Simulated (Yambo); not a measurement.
Yambo run on CsPbCl$_{3}$ (cubic perovskite, space group Pm-3m, No. 221). The wavefunctions are norm-conserving PBE (stringent potentials; Quantum ESPRESSO, 88 Ry, no spin-orbit coupling) ones on a 2×2×2 mesh (26 occupied bands); a = 5.622 Å, b = 5.622 Å, c = 5.622 Å, α = 90.00°, β = 90.00°, γ = 90.00°.

Yambo input:

```
rim_cut
gw0
dyson
el_el_corr
HF_and_locXC
ppa
em1d
RandQpts= 1000000
RandGvec= 1 Ry
EXXRLvcs= 88 Ry
VXCRLvcs= 352 Ry
Chimod= "HARTREE"
% BndsRnXp
 5 | 586 |
%
NGsBlkXp= 12 Ry
% LongDrXp
 1.0 | 1.0 | 1.0 |
%
PPAPntXp= 27.2114 eV
% GbndRnge
 1 | 586 |
%
GTermKind= "none"
DysSolver= "n"
ExtendOut
% QPkrange
 4 | 4 | 26 | 27 |
%
```

k points by index: 4 = R.

Table of the .qp output:

```
#    K-point    Band    Eo [eV]    E [eV]    E-Eo [eV]    Vxc [eV]    Vnlxc [eV]    Sc|Eo [eV]    Sc|E [eV]    dSc/dw|Eo [eV]    Re(Z)    Im(Z)
#
    4    26    0.000000    -1.000342    -1.000342    -15.70564    -18.08859    1.129176    1.382601    -6.893050    0.797882    -0.001348
    4    27    1.985388    2.437176    0.451788    -10.34937    -6.355668    -3.447754    -3.541909    -5.669549    0.827571    -0.001276
```
(The two width columns are left out.) Convergence of these settings isn't established.

Geometry relaxed with PBEsol.
